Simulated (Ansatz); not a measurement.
NbP:
```
NbP
1.0
    3.10773     0.00000     0.00000
    0.00000     3.10773     0.00000
    0.00000     0.00000     3.10773
Nb P
1 1
Direct
  0.00000   0.00000   0.00000
  0.50000   0.50000   0.50000
```

Relaxed with r²SCAN. Special points in fractions of this cell's reciprocal vectors: Γ (0.000, 0.000, 0.000); X (0.000, 0.500, 0.000); M (0.500, 0.500, 0.000); R (0.500, 0.500, 0.500).

List the band energies nearest the Fermi level at these points for r²SCAN with spin–orbit coupling in the plane-wave PAW code Ansatz.

In eV from the Fermi level; about four levels below and three above (degenerate sets whole), none deeper than 8.9 eV; points with the same levels are listed once.

| k | below | above |
|---|---|---|
| Γ | -3.51 -3.51 -3.51 -3.51 -0.10 -0.10 | 0.07 0.07 0.07 0.07 |
| X | -2.53 -2.53 -2.26 -2.26 | 2.53 2.53 3.64 3.64 |
| M | -0.18 -0.18 -0.12 -0.12 | 1.69 1.69 2.73 2.73 |
| R | -6.90 -6.90 -6.89 -6.89 -6.89 -6.89 | 3.39 3.39 3.85 3.85 3.85 3.85 |

Space group Pm-3m (CsCl type). A made-up cell: these elements were put on the sites of a structure type; neither database checked (COD, Materials Project) lists it. COD files the formula under space group No. 141, so this cell is another polymorph or a model. Whether it is the stable phase at ambient conditions was not checked. The cell was relaxed with r²SCAN under the symmetry of its start; its stability against distortions is not shown here. The run is not spin-polarised.

Potentials: the earlier of the program's two PAW sets.
